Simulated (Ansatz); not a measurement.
Question: Each is relaxed and computed with plane-wave PAW r²SCAN (Ansatz code). Which is the only one with a gap?
(A) YSi2Au2, I4/mmm (Y on 2a, Si on 4e, Au on 4d)
(B) Cr2Rh2C, R-3m (Cr on 6c, Rh on 6c, C on 3a)
(C) Sb2Au, fluorite or antifluorite type
(D) CrAuS2, R-3m (Au on 3a, Cr on 3b, S on 6c)

Answer: D, CrAuS2, R-3m (Au on 3a, Cr on 3b, S on 6c). CrAuS2: gap 1.11 eV (indirect); Cr2Rh2C: metal; Sb2Au: metal; YSi2Au2: metal. Spin orders computed, not proven ground states: CrAuS2, R-3m (Au on 3a, Cr on 3b, S on 6c) ferromagnetic. Standing as an ambient phase not checked: CrAuS2, R-3m (Au on 3a, Cr on 3b, S on 6c); Cr2Rh2C, R-3m (Cr on 6c, Rh on 6c, C on 3a); Sb2Au, fluorite or antifluorite type; YSi2Au2, I4/mmm (Y on 2a, Si on 4e, Au on 4d). Unstable at this level: Sb2Au, fluorite or antifluorite type. All cells were relaxed under the symmetry of their starts (and spin orders); stability against distortions was not tested throughout. Rows with no word on spin ran without spin polarisation. Spin–orbit coupling is left out wherever it is not named.

Potentials: the later of the program's two PAW sets.
